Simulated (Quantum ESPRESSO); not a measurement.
# Quadrupole interaction in Li$_{4}$Br$_{3}$Cl (changed cell)

```
CELL_PARAMETERS angstrom
      5.43156     0.00000     0.00000
      0.00000     5.43156     0.00000
      0.00000     0.00000     5.43156
ATOMIC_POSITIONS crystal
  Li 0.00000 0.00000 0.00000
  Cl 0.50000 0.00000 0.00000
  Li 0.00000 0.50000 0.50000
  Br 0.50000 0.50000 0.50000
  Li 0.50000 0.00000 0.50000
  Br 0.00000 0.00000 0.50000
  Li 0.50000 0.50000 0.00000
  Br 0.00000 0.50000 0.00000
```
The cell was made here from a computed Materials Project entry: one of 4 Br replaced by Cl, cell and atoms relaxed (PBE without dispersion, pw.x of a modified build of Quantum ESPRESSO, symmetry kept). The parent is LiBr in Fm-3m. The swapped cell is a model, not a known phase. Stability against distortions was not tested.

Convention: |Vzz| is the largest principal value, η_Q = (Vxx − Vyy)/Vzz, |C_Q| = |eQVzz/h|. Cores are frozen. Against all-electron runs on small test molecules, this scheme's |Vzz| missed by −5 % on Br. Static lattice: thermal averaging is not included.

Quadrupole moments taken as inputs (sizes, barn, from the tables of PySCF and pymatgen): ⁷Li 0.0401, ³⁵Cl 0.0817, ⁷⁹Br 0.313.

Problem. What do the calculations give at each independent site (field gradients by PBE PAW (JTH datasets; density from pw.x of Quantum ESPRESSO, gradients reconstructed from it by a script), 25 Ha, k-mesh 4×4×4 through Γ)?

Solution. 
```json
[
 {"site": "Li1 (atoms 1, 5, 7)", "site symmetry": "4/mmm", "Vzz (10²¹ V/m²)": "under 0.2", "η_Q": "–", "∣C_Q∣ (MHz)": "under 0.19 (⁷Li)"},
 {"site": "Cl (atom 2)", "site symmetry": "m-3m", "Vzz (10²¹ V/m²)": "0", "η_Q": "–", "∣C_Q∣ (MHz)": "0 (³⁵Cl)"},
 {"site": "Li2 (atom 3)", "site symmetry": "m-3m", "Vzz (10²¹ V/m²)": "0", "η_Q": "–", "∣C_Q∣ (MHz)": "0 (⁷Li)"},
 {"site": "Br (atoms 4, 6, 8)", "site symmetry": "4/mmm", "Vzz (10²¹ V/m²)": "-0.20", "η_Q": "0.00", "∣C_Q∣ (MHz)": "1.53 (⁷⁹Br)"}
]
```
